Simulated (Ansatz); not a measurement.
The start is a relaxed C cell deformed by the Cartesian strain tensor (xx, yy, zz, yz, xz, xy) = (-0.005, -0.018, 0.057, -0.003, -0.040, -0.024). Cell shape, volume and atoms are optimised at zero target pressure with PBEsol (plane waves to 420 eV, PAW, scalar-relativistic; Ansatz, an electronic-structure program). First-step values are on the input's coarse k-mesh.

Ansatz input (later rounds restart from its end on a renewed k-mesh):
Ansatz 0.2 input:
```yaml
crystal:
  lattice:
    - [-0.1128287254, 1.7395168844, 1.8727791584]
    - [1.6977613718, -0.0479744187, 1.8079248517]
    - [1.7253022418, 1.7022034476, -0.0755152886]
  atoms:
    - { symbol: C, position: [0.5, 0.5, 0.5] }
    - { symbol: C, position: [0.75, 0.75, 0.75] }
basis: { ecutwfc: 420, ecutrho_ratio: 4, xc_grid: 2, fft_grid_basis: typed }
kpoints: { mp_grid: { grid: [11, 11, 11] } }
hamiltonian:
  xc: pbesol
  dispersion: none
  pseudopotentials: { azcp: { folder: ./paw }, kind: paw }
scf: { occupations: { method: fermi_dirac, width: 0.05 } }
relax: { f_tol: 0.01, max_steps: 100, cell: { stress_tol: 0.02 } }
output: { forces: true, stress: true }
```

### Question
How large is the pressure on the unrelaxed cell, and of which sign?

### Answer
-9.2 GPa (negative: the cell is under tension).

### Question
What is the largest force in the starting geometry, and on which atom (counted from 1)?

### Answer
0.38 eV/Å, on C1, C2 (atoms numbered as listed).

### Question
How much energy is released per atom?

### Answer
0.14 eV/atom.

### Question
How does the volume change?

### Answer
-3.0 %, from 5.78 to 5.61 Å³/atom.

### Question
How do the shortest distances between atoms change?

### Answer
The closest pairs of elements (up to four, under 3.6 Å), start → end: C–C 1.49 → 1.54 Å.

Final values are on a 16×16×16 k-mesh of the relaxed cell. No spin polarisation in the result.

The run could not lose the symmetry of its start.
